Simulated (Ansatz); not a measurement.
ScSnCN:
```xyz
4
Lattice="3.5980 0.0000 0.0000 -1.7990 3.1159 0.0000 0.0000 0.0000 5.5239" Properties=species:S:1:pos:R:3 pbc="T T T"
Sc     0.0000     2.0773     2.8956
Sn     1.7990     1.0386     0.0287
C      0.0000     2.0773     0.6244
N      1.7990     1.0386     3.3561
```

Relaxed with PBE. Special points in fractions of this cell's reciprocal vectors: Γ (0.000, 0.000, 0.000); M (0.500, 0.000, 0.000); K (0.333, 0.333, 0.000); A (0.000, 0.000, 0.500); L (0.500, 0.000, 0.500); H (0.333, 0.333, 0.500).

**Question.** List the band energies nearest the valence-band maximum at these points for plane-wave PAW PBE (Ansatz code).

**Answer.** In eV from the valence-band maximum; about four levels below and three above (degenerate sets whole), none deeper than 8.9 eV; points with the same levels are listed once.

```tsv
k	below	above
Γ	-2.26 -2.26 -0.20 0.00 0.00	1.81 3.71 3.71
M	-2.54 -2.02 -0.98 -0.58	2.80 3.07 3.71
K	-3.11 -1.87 -1.64 -0.49	2.32 3.03 3.71
A	-2.23 -2.23 -1.40 -0.10 -0.10	2.88 4.08 4.08
L	-2.14 -2.11 -0.95 -0.71	2.21 3.22 3.84
H	-2.34 -1.77 -1.41 -0.86	2.23 2.80 3.88
```

Space group P3m1. The start of the workflow was typed in or built on a structure type; neither database checked (COD, Materials Project) lists it. Whether it is the stable phase at ambient conditions was not checked. Symmetry was held in the PBE relaxation; its stability against distortions is not shown here. The run is not spin-polarised. Spin–orbit coupling is left out wherever it is not named.

Potentials: the earlier of the program's two PAW sets.
